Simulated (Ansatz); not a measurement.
PtSe2 at several levels of theory

One geometry, relaxed with PBE+D3(BJ), and single points on it; plane waves with PAW potentials in Ansatz, scalar-relativistic unless the row names spin-orbit coupling. No spin polarisation. Meshes are on the primitive cell of 3 atoms. Gaps are the least over mesh and band path; pressure is positive in compression. Smearing is Gaussian, 0.10 eV. Rows that don't name D3 lack it, which shows in their pressure.

```cif
data_structure
_symmetry_space_group_name_H-M 'P-3m1'
_symmetry_Int_Tables_number 164
_cell_length_a 3.7717
_cell_length_b 3.7717
_cell_length_c 4.8218
_cell_angle_alpha 90.000
_cell_angle_beta 90.000
_cell_angle_gamma 120.000
_cell_volume 59.40
loop_
_atom_site_label
_atom_site_type_symbol
_atom_site_symmetry_multiplicity
_atom_site_Wyckoff_symbol
_atom_site_fract_x
_atom_site_fract_y
_atom_site_fract_z
_atom_site_occupancy
Pt1 Pt 1 a 0.00000 0.00000 0.00000 1
Se1 Se 2 d 0.33333 0.66667 0.26554 1
```

```json
{"level": "PBE+D3(BJ)", "cutoff (eV)": "420", "k mesh": "12×12×10", "gap (eV)": "0", "pressure (GPa)": "0.0", "rough cost with bands (core-min)": "2.7"}
```

**Question.** What do r2SCAN, PBE+D3(BJ) with spin-orbit coupling, PBEsol give on the same cell?

**Answer.**
```csv
level,cutoff (eV),k mesh,gap (eV),pressure (GPa),rough cost with bands (core-min)
r2SCAN,500,12×12×10,0,1.6,4
PBE+D3(BJ) with spin-orbit coupling,420,12×12×10,0,0.1,5
PBEsol,420,12×12×10,0,-1.3,3
```

Spin-orbit coupling is left out except in a row that names it, which matters for the bands of heavy elements.